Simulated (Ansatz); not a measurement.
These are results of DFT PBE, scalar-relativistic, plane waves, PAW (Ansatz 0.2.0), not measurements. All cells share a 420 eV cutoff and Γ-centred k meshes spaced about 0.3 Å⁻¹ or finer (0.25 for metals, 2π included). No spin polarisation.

A search over trial structures of Be₄Se₃ gave this relaxed cell.

```xyz
7
Lattice="3.5263 0.0000 0.0000 0.0000 3.5263 0.0000 0.0000 0.0000 9.3151" Properties=species:S:1:pos:R:3 pbc="T T T"
Be    0.0000    1.7631    5.2924
Be    0.0000    1.7631    1.3288
Be    1.7631    0.0000    7.9863
Be    1.7631    0.0000    4.0227
Se    1.7631    1.7631    6.6407
Se    0.0000    0.0000    0.0000
Se    1.7631    1.7631    2.6744
```

Wave vectors count in units of this cell's reciprocal vectors.

**Question.** Is this structure dynamically stable?

**Answer.** No. The phonons on a 2×2×1 q mesh of the computed 7-atom cell go imaginary, to 151i cm⁻¹ at q = (0.00, 0.00, 0.00). With atoms moved at random and symmetry off, it falls by 53 meV/atom into C2 (No. 5). Conventional cell: a = 5.095 Å, b = 5.145 Å, c = 9.748 Å, β = 97.3°. Be on its first site has 1 Be at 2.10 Å and 2 Se at 2.21–2.25 Å; around Be on its second site lie 4 Se at 2.23–2.25 Å; Se on a site of symmetry 1 has 4 Be at 2.21–2.25 Å; Se on a site of symmetry 2 is surrounded by 4 Be at 2.23 Å.

```xyz
7
Lattice="2.5476 -2.5725 0.0000 2.5476 2.5725 0.0000 -1.2327 0.0000 9.6694" Properties=species:S:1:pos:R:3 pbc="T T T"
Be    0.8769    1.4820    8.7127
Be    3.2051   -1.3688    3.5358
Be    0.6575   -1.3688    6.1336
Be    2.9857    1.4820    0.9567
Se    1.9149   -0.0673    7.4626
Se    1.9313    2.4914    4.8347
Se    1.9477   -0.0673    2.2068
```

Weakly bound directions are ill-defined at this level, which has no dispersion term.
